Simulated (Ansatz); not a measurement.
LiNbO3:
Space group R-3, hexagonal axes (No. 148); a = 5.209 Å, b = 5.209 Å, c = 14.216 Å, α = 90.00°, β = 90.00°, γ = 120.00°

```tsv
atom	site	symmetry	x	y	z
Li	6c	3.	0.0000	0.0000	0.3567
Nb	6c	3.	0.0000	0.0000	0.1437
O	18f	1	0.3173	0.0289	0.2444
```
(The calculation used a cell of 10 atoms; values per cell refer to that cell.)

Relaxed at zero pressure with r²SCAN in the plane-wave PAW code Ansatz.

The volume is raised by 9 % and shape and atoms relax at that volume. What pressure results, and how do the axes share the change?

-5.7 GPa; a 1.8 %, b 1.8 %, c 5.2 %; the energy rises by 20 meV/atom.

Give the new structure.


Space group R-3, hexagonal axes (No. 148); a = b = 5.3026 Å, c = 14.9520 Å, α = β = 90.00°, γ = 120.00°

```json
[
 {"atom": "Li", "site": "6c", "symmetry": "3.", "x": "0.0000", "y": "0.0000", "z": "0.3571"},
 {"atom": "Nb", "site": "6c", "symmetry": "3.", "x": "0.0000", "y": "0.0000", "z": "0.1455"},
 {"atom": "O", "site": "18f", "symmetry": "1", "x": "0.3455", "y": "0.0504", "z": "0.0920"}
]
```

The phase is kept; no other phase was compared at this pressure.

The first step of the workflow began from a Materials Project structure, measured or hypothetical; the Crystallography Open Database files this formula in space group No. 148, but the cells were not matched. It is not the phase usual at ambient conditions (space group No. 161). The cell was relaxed with r²SCAN under the symmetry of its start; whether a distortion lowers the energy is not shown. No spin polarisation was allowed.

Potentials: the earlier of the program's two PAW sets. The files were generated under PBE; for other functionals the program regenerates the frozen cores, and for LDA and PBEsol the local potential too.
